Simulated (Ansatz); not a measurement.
HfO2 (tetragonal-ZrO2 type, space group P4_2/nmc)

Space group P4₂/nmc, origin choice 1 (No. 137); a = b = 3.5770 Å, c = 5.2036 Å, α = β = γ = 90.00°

| atom | site | symmetry | x | y | z |
|---|---|---|---|---|---|
| Hf | 2a | -4m2 | 0.0000 | 0.0000 | 0.0000 |
| O | 4d | 2mm. | 0.0000 | 0.5000 | 0.1961 |

Two coordinates are scanned: the volume, and the ratio of the stretch along z (the conventional c axis) to the stretch across it. Atoms keep their fractional coordinates.

All values below come from r2SCAN (plane waves to 500 eV, PAW, scalar-relativistic; Ansatz, a quantum-chemistry and plane-wave program). k mesh 9×9×7 (Γ-centred), Fermi-Dirac smearing 0.05 eV. Compression counts positive. As the atoms are clamped, bonds stretch with the cell, which overstates energies and stresses. HfO2 is run without spin polarisation. HfO2 was relaxed with its symmetry unable to fall. Spin-orbit coupling is left out, though Hf is heavy. The PAW data are Ansatz's earlier set. This is a high-temperature form of HfO2.

Changes of σxx (GPa) from the point V/V₀ = 1.000, (c/a)/(c/a)₀ = 1.000 when one coordinate moves alone (two changes are said to add if the coupling is within 5 % of the smaller one, nearly so within 20 %):

```json
[
 {"point": "V/V₀ = 1.000, (c/a)/(c/a)₀ = 0.920", "change": "-12.21"},
 {"point": "V/V₀ = 1.000, (c/a)/(c/a)₀ = 0.960", "change": "-5.93"},
 {"point": "V/V₀ = 0.960, (c/a)/(c/a)₀ = 1.000", "change": "12.07"},
 {"point": "V/V₀ = 0.980, (c/a)/(c/a)₀ = 1.000", "change": "5.73"},
 {"point": "V/V₀ = 1.020, (c/a)/(c/a)₀ = 1.000", "change": "-5.17"},
 {"point": "V/V₀ = 1.040, (c/a)/(c/a)₀ = 1.000", "change": "-9.84"},
 {"point": "V/V₀ = 1.000, (c/a)/(c/a)₀ = 1.040", "change": "5.58"},
 {"point": "V/V₀ = 1.000, (c/a)/(c/a)₀ = 1.080", "change": "10.80"}
]
```

Task: What is the change at V/V₀ = 1.040, (c/a)/(c/a)₀ = 0.960, where both move, and how far is it from the sum?

Result: The sum of the single changes is -9.84 + (-5.93) = -15.77; the calculation gives -15.42, so the coupling contributes 0.35 (under 20 % of the smaller single change, nearly additive).

Task: Do the two effects add at V/V₀ = 1.020, (c/a)/(c/a)₀ = 0.960? Give the computed change.

Result: The sum of the single changes is -5.17 + (-5.93) = -11.10; the calculation gives -10.92, so they add (within 5 % of the smaller single change).

Task: Do the two effects add at V/V₀ = 1.040, (c/a)/(c/a)₀ = 0.920? Give the computed change.

Result: The sum of the single changes is -9.84 + (-12.21) = -22.05; the calculation gives -21.30, so the coupling contributes 0.75 (under 20 % of the smaller single change, nearly additive).

(Under strain, the slope of the energy per volume gives the stress and its curvature an elastic modulus.)
